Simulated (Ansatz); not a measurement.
The cell below belongs to a search over invented structures; it isn't taken from experiment.

Input and command of a plane-wave DFT calculation in Ansatz:

```yaml
crystal:
  lattice:
    - [3.0391165447, 0.0, 0.0]
    - [0.0, 3.0391165447, 0.0]
    - [0.0, 0.0, 11.6809215431]
  atoms:
    - { symbol: Si, position: [0.5, 0.5, 0.3580936553] }
    - { symbol: Si, position: [0.5, 0.5, 0.6419063447] }
    - { symbol: Si, position: [0.0, 0.0, 0.2317291753] }
    - { symbol: Si, position: [0.0, 0.0, 0.7682708247] }
    - { symbol: Si, position: [0.0, 0.0, 0.5] }
    - { symbol: Te, position: [0.5, 0.5, 0.0] }
basis:
  ecutwfc: 420
kpoints:
  mp_grid: { grid: [12, 12, 4] }
hamiltonian:
  xc: pbe
scf:
  occupations: { method: gaussian, width: 0.1 }
output:
  forces: true
  stress: true
  eigenvalues: true
  write_density: true
  write_potential: true
  elf: true
  volumetric_format: npy
relax:
  adjacent_minimum: "off"
  f_tol: 0.01
  max_steps: 80
  cell: { stress_tol: 0.05 }
```

```bash
ansatz run input.yaml --threads 1 --pin off --max-ram 2560MiB --backend cpu --events-out ev --progress --plain --runs-dir out
```

Processor: AMD EPYC (Zen 3), 1 thread, on a host shared with other jobs.

Q: Estimate time, memory and problem size.

A: About 6.7 min, peak memory 0.52 GiB. It solves 24 bands at 84 k points (after reduction by symmetry) with about 2145 plane waves (on the last cell), in 81 SCF iterations over 13 ionic steps.
